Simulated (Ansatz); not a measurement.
**Profile along the Y–Y line in Y (hcp, Mg type)**

Y (hcp, Mg type)

```
Y
1.0
    3.68257     0.00000     0.00000
   -1.84129     3.18920     0.00000
    0.00000     0.00000     5.69848
Y
2
Direct
  0.33333   0.66667   0.75000
  0.66667   0.33333   0.25000
```

Fields along a shortest Y–Y line of a (1 -1 0 0) plane (3.68 Å), from Y to Y, interpolated on the slice's grid (step about 0.2 Å). Calculation: r2SCAN (plane waves to 500 eV, PAW, scalar-relativistic; Ansatz, a quantum-chemistry and plane-wave program). k mesh 15×15×8. These are valence fields of a PAW run, semicore shells included where kept as valence: close to a nucleus they are smooth pseudo fields. Y is run without spin polarisation. Y was relaxed with its symmetry unable to fall.

```json
[
 {"distance from Y (Å)": "0.00", "valence electron density (e/Å³)": "3.04", "electron localisation function": "x"},
 {"distance from Y (Å)": "0.18", "valence electron density (e/Å³)": "3.42", "electron localisation function": "x"},
 {"distance from Y (Å)": "0.37", "valence electron density (e/Å³)": "3.67", "electron localisation function": "x"},
 {"distance from Y (Å)": "0.55", "valence electron density (e/Å³)": "2.98", "electron localisation function": "0.85"},
 {"distance from Y (Å)": "0.74", "valence electron density (e/Å³)": "1.73", "electron localisation function": "0.84"},
 {"distance from Y (Å)": "0.92", "valence electron density (e/Å³)": "0.78", "electron localisation function": "0.65"},
 {"distance from Y (Å)": "1.10", "valence electron density (e/Å³)": "0.32", "electron localisation function": "0.32"},
 {"distance from Y (Å)": "1.29", "valence electron density (e/Å³)": "0.16", "electron localisation function": "0.11"},
 {"distance from Y (Å)": "1.47", "valence electron density (e/Å³)": "0.11", "electron localisation function": "0.11"},
 {"distance from Y (Å)": "1.66", "valence electron density (e/Å³)": "0.09", "electron localisation function": "0.21"},
 {"distance from Y (Å)": "1.84", "valence electron density (e/Å³)": "0.09", "electron localisation function": "0.26"},
 {"distance from Y (Å)": "2.02", "valence electron density (e/Å³)": "0.09", "electron localisation function": "0.21"},
 {"distance from Y (Å)": "2.21", "valence electron density (e/Å³)": "0.11", "electron localisation function": "0.11"},
 {"distance from Y (Å)": "2.39", "valence electron density (e/Å³)": "0.16", "electron localisation function": "0.11"},
 {"distance from Y (Å)": "2.58", "valence electron density (e/Å³)": "0.32", "electron localisation function": "0.32"},
 {"distance from Y (Å)": "2.76", "valence electron density (e/Å³)": "0.78", "electron localisation function": "0.65"},
 {"distance from Y (Å)": "2.94", "valence electron density (e/Å³)": "1.73", "electron localisation function": "0.84"},
 {"distance from Y (Å)": "3.13", "valence electron density (e/Å³)": "2.98", "electron localisation function": "0.85"},
 {"distance from Y (Å)": "3.31", "valence electron density (e/Å³)": "3.67", "electron localisation function": "x"},
 {"distance from Y (Å)": "3.50", "valence electron density (e/Å³)": "3.42", "electron localisation function": "x"},
 {"distance from Y (Å)": "3.68", "valence electron density (e/Å³)": "3.04", "electron localisation function": "x"}
]
```

x: too close to a nucleus for the ELF to mean much.

Density on the Y–Y line (3.68 Å) at its midpoint: 0.09 e/Å³. ELF at that point: 0.3.
